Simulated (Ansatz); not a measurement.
Relaxed-ion elastic tensor of Zn (hcp (Mg type), space group No. 194) in GPa (Voigt order), plane-wave PAW PBEsol (Ansatz code); density 7.60 g/cm³, 14.29 Å³ per atom.

```
 213  54.9  55.8   0.0   0.0   0.0
54.9   213  55.8   0.0   0.0   0.0
55.8  55.8  72.9   0.0   0.0   0.0
 0.0   0.0   0.0  35.3   0.0   0.0
 0.0   0.0   0.0   0.0  35.3   0.0
 0.0   0.0   0.0   0.0   0.0  78.9
```

Is the crystal mechanically stable?

Yes: the smallest eigenvalue of C is 35.3 GPa.

Work out the Voigt, Reuss and Hill averages.

K_V = 92.4, K_R = 69.9, K_H = 81.1; G_V = 52.0, G_R = 40.4, G_H = 46.2 GPa.

Give Young's modulus, Poisson's ratio, Pugh's ratio and the universal anisotropy index.

E = 9KG/(3K + G) = 117 GPa; ν = 0.26; K/G = 1.76 (near the Pugh limit of 1.75, no verdict); A_U = 5G_V/G_R + K_V/K_R − 6 = 1.76.

Estimate the sound speeds and the Debye temperature.

v_l = √((K + 4G/3)/ρ) = 4340 m/s, v_t = √(G/ρ) = 2470 m/s, mean 2740 m/s; Θ = (h/k)(3n/4πV)^(1/3) v_m = 336 K.

How much does each axis shrink under pressure?

Linear compressibilities β_i = Σ_j S_ij (j = 1 to 3): x 1.3, y 1.3, z 12 per TPa.

Space group P6_3/mmc (hcp (Mg type)). The cell keeps a stress of up to 0.3 GPa. The cell was relaxed with PBEsol under the symmetry of its start. As this level gives no gap, shear constants depend on the k-mesh and smearing (Fermi–Dirac, 0.1 eV here). On the denser mesh and wider smearing of the elastic run this cell carries a stress of 0.7 GPa.

Potentials: the later of the program's two PAW sets.
